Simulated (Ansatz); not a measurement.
Equation of state of KF and its gap

A database entry relaxed whole under r2SCAN (Fm-3m):

```xyz
2
Lattice="0.0000 2.6591 2.6591 2.6591 0.0000 2.6591 2.6591 2.6591 0.0000" Properties=species:S:1:pos:R:3 pbc="T T T"
K     0.0000    0.0000    0.0000
F     2.6591    2.6591    2.6591
```

The cell was scaled uniformly, its shape held, and the atoms relaxed at each volume with plane-wave PAW DFT (Ansatz 0.2.0; r2SCAN, 500 eV, 10×10×10 Γ-centred mesh, fermi-dirac occupations of width 0.020 eV; no spin, no spin-orbit coupling). One row is withheld.

```
volume (Å³/atom)  energy over the lowest (meV/atom)  pressure (GPa)  gap over mesh and path (eV)
          17.673                                8.5            2.56                        7.261
          18.049                                3.7            1.61                        7.140
          18.425                                0.9            0.76                        7.023
          18.801                                0.0            0.01                        6.912
          19.177                                0.8           -0.65                        6.806
          19.553                                  ?               ?                            ?
          19.929                                6.6           -1.77                        6.606
```

**Question.** Fit the pressures of the other rows to the third-order Birch-Murnaghan form.

**Answer.** With f = [(V₀/V)^(2/3) − 1]/2 and P = 3B₀f(1 + 2f)^(5/2)[1 + 3(B₀′ − 4)f/2], least squares gives V₀ = 18.81 Å³ an atom, B₀ = 35.3 GPa and B₀′ = 5.0; the rows miss the fit by less than 0.01 GPa. The slope of the energies differs from these pressures by less than 0.05 GPa.

**Question.** How does the gap move with volume?

**Answer.** A parabola in ln(V/V₀) through the other rows has the slope dE_g/d ln V = -5.4 eV at V₀, so by B₀ the gap moves by +154 meV a GPa: it widens under pressure.

**Question.** What does the withheld row hold?

**Answer.** The fit gives -1.25 GPa at 19.553 Å³; the run gave -1.25 GPa and 3.0 meV an atom. Its gap is 6.704 eV, against 6.704 eV from the parabola.

Caveats: the shape of the cell was held; 0 K, fixed nuclei; the symmetry was kept, and this need not be the phase that is stable at 0 K; one mesh for all volumes; r2SCAN gaps lie as a rule under measured ones; the slope of the gap can be off by tens of per cent, more where shallow d levels or spin-orbit coupling act on the edges; pressure is positive in compression.
